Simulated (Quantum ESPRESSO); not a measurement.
## Kohn-Sham bands of Se (P3₁21)

```yaml
crystal:
  lattice:
    - [4.50482, 0.00000, 0.00000]
    - [-2.25241, 3.90129, 0.00000]
    - [0.00000, 0.00000, 4.97880]
  atoms:
    - { symbol: Se, position: [0.21789, 0.00000, 0.33333] }
    - { symbol: Se, position: [0.00000, 0.21789, 0.66667] }
    - { symbol: Se, position: [0.78211, 0.78211, 0.00000] }
```

Cell from Materials Project (mp-14), symmetrised, no further relaxation. COD (Crystallography Open Database) has the formula in 4 space groups, this one among them (matched by group alone). Method: PBEsol plane waves in Quantum ESPRESSO 7.5 (PseudoDojo norm-conserving files, 69 Ry, no spin polarisation, no spin-orbit coupling), Bloch states on a 6×6×6 mesh through Γ, Wannier90 4.0.1. Density: 12×12×6 mesh, cold smearing 0.01 Ry. The cell is built of weakly bound layers, chains or molecules, whose nearest atoms lie 3.56 Å apart. Database cells relaxed without dispersion often hold them too far apart, which can enlarge gaps and weakens couplings between them; spacing and stacking were not compared with the measured crystal. Spin-orbit coupling, left out, would split the p-like bands by a few tenths of an eV.

**Question.** List the Kohn-Sham levels between −8 and 4.0 eV relative to the valence-band maximum at the high-symmetry points, as a band run of pw.x on that density gives them (levels within 2 meV counted together).

**Answer.** 
| point | k (reciprocal lattice) | levels (eV) |
|---|---|---|
| Γ | 0.000 0.000 0.000 | -3.85 (×2), -3.59, -1.97 (×2), -0.33, 1.95 (×2), 2.25 |
| M | 0.500 0.000 0.000 | -4.92, -4.54, -3.22, -2.69, -1.79, -0.91, 1.98, 2.43, 3.92 |
| K | 0.333 0.333 0.000 | -4.78 (×2), -2.65 (×2), -2.56, -1.35, 2.93 (×2), 3.64 |
| A | 0.000 0.000 0.500 | -4.83, -3.35 (×2), -1.43 (×2), -0.97, 1.29 (×2), 1.33 |
| L | 0.500 0.000 0.500 | -5.64, -4.29, -4.11, -1.68, -1.17, 0.00, 1.58, 2.61, 2.98 |
| H | 0.333 0.333 0.500 | -5.55, -4.65 (×2), -0.89, -0.25 (×2), 1.04, 2.75 (×2) |
